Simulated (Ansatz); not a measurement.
Start of a relaxation of LuNb₂Br₃:

Space group P6/mmm (No. 191). a = 6.323 Å, b = 6.323 Å, c = 4.803 Å, α = 90.00°, β = 90.00°, γ = 120.00°
```
atom  site  symmetry       x       y       z
  Lu    1a     6/mmm  0.0000  0.0000  0.0000
  Nb    2c      -6m2  0.6667  0.3333  0.0000
  Br    3g       mmm  0.5000  0.5000  0.5000
```

Theory: Ansatz, DFT PBE, scalar-relativistic, plane waves, PAW. Cutoff 420 eV, Gaussian smearing, Γ-centred meshes. Cell and atoms relax first on a coarse mesh and then on a finer one. In between, the cell is made exact in the group found at 0.06 Å. In metals the finer mesh still leaves noise of several meV/atom or more. The steps can't lower the symmetry of their start. No spin polarisation.

A guess keeps its type if space group and coordination stay and the shape of the cell changes little (axis ratios within about 15 %, angles within 6°); the volume may change.

Question: Will the relaxed cell still be of the starting type?

Answer: It keeps its type. The symmetry stays P6/mmm (No. 191). The volume per atom shrinks by 16.4 %, from 27.7 to 23.2 Å³. The shortest distance goes from 3.02 Å (Nb–Br) to 2.79 Å (Nb–Br). The ratio c/a of the conventional cell changes by a factor of 0.94. Counting neighbours within 15 % of an atom's shortest distance, the start has Br 8, Lu 18, Nb 6 and the end Br 8, Lu 18, Nb 6.

Formation energies are uncorrected and refer to the elements' standard structures at the same level. The references include crystalline Br.

Question: At what energy does it end?

Answer: +0.43 eV/atom. A positive value: parting into the elements would lower its energy.

The last run used a 9×9×10 mesh (in the run's order of axes) for its 6-atom cell and Gaussian smearing of 0.10 eV. The reference form of Br is held partly by dispersion forces, which this level lacks. A structure relaxed within its symmetry needn't be a true minimum.
